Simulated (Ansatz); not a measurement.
Input:

CdTe:
```yaml
crystal:
  lattice:
    - [0.00000, 3.27891, 3.27891]
    - [3.27891, 0.00000, 3.27891]
    - [3.27891, 3.27891, 0.00000]
  atoms:
    - { symbol: Te, position: [0.75000, 0.75000, 0.75000] }
    - { symbol: Cd, position: [0.00000, 0.00000, 0.00000] }
```

This is the r²SCAN-relaxed structure. x, y and z are the axes in which the lattice vectors are written.

Task: All from r²SCAN (plane waves, PAW; program Ansatz), unless another level is named. Estimate the piezoelectric stress constants (proper, relaxed ions, C/m²).

Result: e14 = e25 = e36 = -0.04.

Task: And the Hill bulk and shear moduli?

Result: 40.3 and 14.1 GPa.

Task: What about the highest zone-centre frequency (without LO–TO term)?

Result: 136 cm⁻¹.

Space group F-43m (zinc blende). The cell was relaxed with r²SCAN under the symmetry of its start; of distortions, only those at the zone centre were tested. Spin–orbit coupling is left out wherever it is not named.

Potentials: the later of the program's two PAW sets.
